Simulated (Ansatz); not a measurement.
NbPd:
```yaml
crystal:
  lattice:
    - [1.40628, 0.81191, 4.64832]
    - [-1.40628, 0.81191, 4.64832]
    - [0.00000, -1.62383, 4.64832]
  atoms:
    - { symbol: Nb, position: [0.00000, 0.00000, 0.00000] }
    - { symbol: Pd, position: [0.50000, 0.50000, 0.50000] }
```

Relaxed with PBEsol. Special points in fractions of this cell's reciprocal vectors: Γ (0.000, 0.000, 0.000); T (0.500, 0.500, 0.500); H2 (0.813, 0.187, 0.500); H0 (0.500, -0.187, 0.187); L (0.500, 0.000, 0.000); S0 (0.344, -0.344, 0.000); S2 (0.656, 0.000, 0.344); F (0.500, 0.000, 0.500).

### Question
List the band energies nearest the Fermi level at these points for PBEsol with spin–orbit coupling in the plane-wave PAW code Ansatz.

### Answer
In eV from the Fermi level; about four levels below and three above (degenerate sets whole), none deeper than 8.9 eV; points with the same levels are listed once.

| k | below | above |
|---|---|---|
| Γ | -2.27 -2.27 -1.99 -1.99 | 0.73 0.73 0.82 0.82 |
| T | -1.90 -1.90 -1.30 -1.30 | 0.28 0.28 0.43 0.43 |
| H2 | -0.51 -0.51 -0.08 -0.08 | 0.47 0.47 0.67 0.67 |
| L | -0.75 -0.75 -0.55 -0.55 | 2.01 2.01 3.66 3.66 |
| S0 | -3.23 -3.23 -0.58 -0.58 | 0.02 0.02 0.39 0.39 |
| F | -2.12 -2.12 -0.76 -0.76 | 0.67 0.67 0.82 0.82 |

Space group R-3m. The first step of the workflow began from a Materials Project structure, measured or hypothetical; the Crystallography Open Database copy checked does not list it. With Nb and Pd taken as one species the cell has the higher symmetry Fm-3m, so it may be an ordered model of a mixed-site phase. Whether it is the stable phase at ambient conditions was not checked. The PBEsol relaxation kept the symmetry of its start; its stability against distortions is not shown here. No spin polarisation was allowed.

Potentials: the later of the program's two PAW sets.
